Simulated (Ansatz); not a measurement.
CoSn₃:
```
CELL_PARAMETERS angstrom
      8.37536    -3.10030     0.00000
      8.37536     3.10030     0.00000
      0.00000     0.00000     6.21343
ATOMIC_POSITIONS crystal
  Co 0.42030 0.42030 0.00000
  Co 0.57970 0.57970 0.00000
  Co 0.07970 0.07970 0.50000
  Co 0.92030 0.92030 0.50000
  Sn 0.83643 0.16357 0.16321
  Sn 0.16357 0.83643 0.83679
  Sn 0.66357 0.33643 0.66321
  Sn 0.33643 0.66357 0.33679
  Sn 0.01740 0.65244 0.18163
  Sn 0.98260 0.34756 0.81837
  Sn 0.48260 0.84756 0.68163
  Sn 0.51740 0.15244 0.31837
  Sn 0.65244 0.01740 0.81837
  Sn 0.34756 0.98260 0.18163
  Sn 0.84756 0.48260 0.31837
  Sn 0.15244 0.51740 0.68163
```

This is the PBEsol-relaxed structure.

All from plane-wave PAW PBEsol (Ansatz code), unless another level is named. Estimate the density of states at the Fermi level.

0.36 states/eV per atom (mean over ±0.08 eV).

Give the formation energy from the elements (no fitted shifts).

-10 kJ/mol-atom.

Space group Cmce. The first step of the workflow began from a Materials Project structure, measured or hypothetical; the Crystallography Open Database copy checked does not list it. Its standing as an ambient phase is unchecked. The PBEsol relaxation kept the symmetry of its start; its stability against distortions is not shown here. No spin polarisation was allowed. The references are the lowest solids computed at this level, not always the standard phases. Scalar-relativistic: spin–orbit coupling is off unless named, which matters more the heavier the elements.

Potentials: the later of the program's two PAW sets.
